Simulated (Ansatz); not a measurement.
PtSb2 (space group Pa-3)

```yaml
crystal:
  lattice:
    - [6.42184, 0.00000, 0.00000]
    - [0.00000, 6.42184, 0.00000]
    - [0.00000, 0.00000, 6.42184]
  atoms:
    - { symbol: Sb, position: [0.37466, 0.12534, 0.87466] }
    - { symbol: Sb, position: [0.62534, 0.87466, 0.12534] }
    - { symbol: Sb, position: [0.12534, 0.87466, 0.37466] }
    - { symbol: Sb, position: [0.87466, 0.12534, 0.62534] }
    - { symbol: Sb, position: [0.87466, 0.37466, 0.12534] }
    - { symbol: Sb, position: [0.12534, 0.62534, 0.87466] }
    - { symbol: Sb, position: [0.62534, 0.62534, 0.62534] }
    - { symbol: Sb, position: [0.37466, 0.37466, 0.37466] }
    - { symbol: Pt, position: [0.00000, 0.50000, 0.50000] }
    - { symbol: Pt, position: [0.50000, 0.50000, 0.00000] }
    - { symbol: Pt, position: [0.50000, 0.00000, 0.50000] }
    - { symbol: Pt, position: [0.00000, 0.00000, 0.00000] }
```

The slice is a {100} plane (indices of the conventional cell) through the point (0.625, 0.625, 0.625) (fractional), spanned by u = [100] and v = [010] in vectors of this cell: u (6.42 Å) and v (6.42 Å, at 90° to u). It covers one period; positions are fractions (u, v).

Calculation: LDA (plane waves to 420 eV, PAW, scalar-relativistic; Ansatz, a quantum-chemistry and plane-wave program). k mesh 6×6×6. Near the nuclei the fields are pseudised (PAW); where an atom keeps semicore shells as valence, they peak there. At this level the bands of PtSb2 touch or barely overlap; measurements give the solid a gap. PtSb2 is run without spin polarisation. PtSb2 was relaxed with its symmetry unable to fall. Spin-orbit coupling is left out, though Pt and Sb are heavy.

Three fields on this plane, each scaled to ten steps between its own extremes (0 low, 9 high; the total valence density on a logarithmic scale, the potential cut 8 eV below its top; x marks points blanked near nuclei; v = 0 in the bottom row):

Map A
```
|xxx7955xx566410276xx|
|xxx885xxxx56410277xx|
|x67865xxxx5542136976|
|6555555xx65532124677|
|21246765555431122232|
|00369998754211111100|
|13677x78963100122210|
|477xxxxx761001344433|
|697xxxxx661002566555|
|79xxxxxxx62014676555|
|697xxxxx672014665xx5|
|588xxxxx77201465xxxx|
|56876x6796212455xxxx|
|55555677642123556xx5|
|76421223222113455556|
|99630000111111245789|
|x7763101222100136987|
|xxx774334443100267xx|
|xxx796555665200166xx|
|xxxx9755567641026xxx|
```

Map B
```
|xxx0230xx037899730xx|
|xxx030xxxx16999850xx|
|x00451xxxx1799987400|
|2357740xx04899887753|
|77887531147998877888|
|98753224679998878899|
|97400x00489998888999|
|860xxxxx068998888899|
|740xxxxx038998876677|
|52xxxxxxx27998753014|
|320xxxxx037998730xx0|
|030xxxxx05899861xxxx|
|15400x0047899971xxxx|
|47753235778899840xx0|
|57887788877889974113|
|23578999887889997542|
|x0047999988889998400|
|xxx068998888999860xx|
|xxx047776678899830xx|
|xxxx2541035789972xxx|
```

Map C
```
|xxx9779xx975310258xx|
|xxx878xxxx85311247xx|
|x87668xxxx8531123578|
|5444579xx97421123345|
|22235678875311122222|
|01246777653111122110|
|12468x98641000122210|
|246xxxxx741001233332|
|468xxxxx841002355654|
|67xxxxxxx52012467887|
|779xxxxx852013579xx9|
|878xxxxx74211368xxxx|
|86678x8753211358xxxx|
|75444554332112479xx9|
|65322222222111357887|
|76421001122111135677|
|x8642101222100014689|
|xxx642233332100147xx|
|xxx864456553200148xx|
|xxxx7678876421025xxx|
```

Question: Assign the maps to these fields: electron localisation function (ELF); valence electron density; electrostatic potential energy of an electron, from the cell's mean.

Answer: A is the electron localisation function (ELF); B is the electrostatic potential energy of an electron, from the cell's mean; C is the valence electron density.
